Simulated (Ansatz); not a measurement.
Computed properties of Ca

Ca:
```cif
data_Ca2
_chemical_formula_sum 'Ca2'
_space_group_name_H-M_alt 'Im-3m'
_space_group_IT_number 229
_space_group_name_Hall '-I 4 2 3'
_cell_length_a 4.32160
_cell_length_b 4.32160
_cell_length_c 4.32160
_cell_angle_alpha 90.000
_cell_angle_beta 90.000
_cell_angle_gamma 90.000
loop_
_atom_site_label
_atom_site_type_symbol
_atom_site_symmetry_multiplicity
_atom_site_Wyckoff_symbol
_atom_site_fract_x
_atom_site_fract_y
_atom_site_fract_z
_atom_site_occupancy
Ca1 Ca 2 a 0.00000 0.00000 0.00000 1
```
(The calculation used a cell of 1 atom; values per cell refer to that cell.)

Space group Im-3m (No. 229), bcc (W type); conventional cell a = b = c = 4.322 Å, α = β = γ = 90.00°.

Method: DFT-PBEsol in the program Ansatz with PAW potentials. Geometry: relaxed at this level of theory. Other levels are named where they apply.

Cell and energy:

```yaml
volume_per_atom: 40.36 Å³
density: 1.65 g/cm³
```

Electronic structure:

```yaml
electronic_character: metallic (no gap)
Density of states at the Fermi level: 1.4 states/eV per atom (mean over ±0.08 eV)
```

Mechanics:

```yaml
Elastic constants (relaxed ions, GPa): C11 = 17.9, C12 = 17.4, C44 = 15.6
mechanical_stability: stable (all eigenvalues of C positive)
```

Phonons:

```yaml
dynamical_stability_on_the_path: stable (no imaginary branch)
zero_point_energy: 20.7 meV/atom
Vibrational entropy at 300 K: 42.9 J/(K·mol of atoms)
```

This is a known high-temperature phase of the composition, computed here at zero pressure and temperature. Symmetry was held in the PBEsol relaxation. As this level gives no gap, shear constants depend on the k-mesh and smearing (Fermi–Dirac, 0.1 eV here). As this level gives no gap, phonon frequencies hold no LO–TO term and depend on the k-mesh and smearing (Fermi–Dirac, 0.1 eV here).

Potentials: the earlier of the program's two PAW sets.
